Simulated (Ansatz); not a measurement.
In plane-wave PAW r²SCAN (Ansatz code), B₂CO in the tetragonal phase (P-4m2; B on 2g, C on 1a, O on 1c) relaxes to a = 2.648 Å, c = 3.661 Å. B has 4 nearest neighbours from 1.57 Å (tetrahedral); C has 4 nearest neighbours from 1.57 Å (tetrahedral); O has 4 nearest neighbours from 1.66 Å (tetrahedral). Its formation energy from the elements is -931 meV/atom, with no fitted shifts.

The Kohn–Sham gap is 2.19 eV (indirect). The valence maximum lies at Γ and the conduction minimum at M. HSE06 on the same cell gives 2.86 eV. The electron mass is 0.33, 0.33, 0.35 mₑ (principal values).

An equation-of-state fit gives a bulk modulus of 299 GPa. The relaxed-ion elastic constants in GPa are C11 = 728, C12 = 46.7, C13 = 139, C33 = 588, C44 = 90.1, C66 = 262. The elastic constants imply a Debye temperature near 1320 K. Bader charges are B +2.11, C -2.65, O -1.56 e.

The start of the workflow was typed in or built on a structure type; neither database checked (COD, Materials Project) lists it. Its standing as an ambient phase is unchecked. The r²SCAN relaxation kept the symmetry of its start; its stability against distortions is not shown here. The references are the lowest solids computed at this level, not always the standard phases (solids in place of the gases).

Potentials: the earlier of the program's two PAW sets.
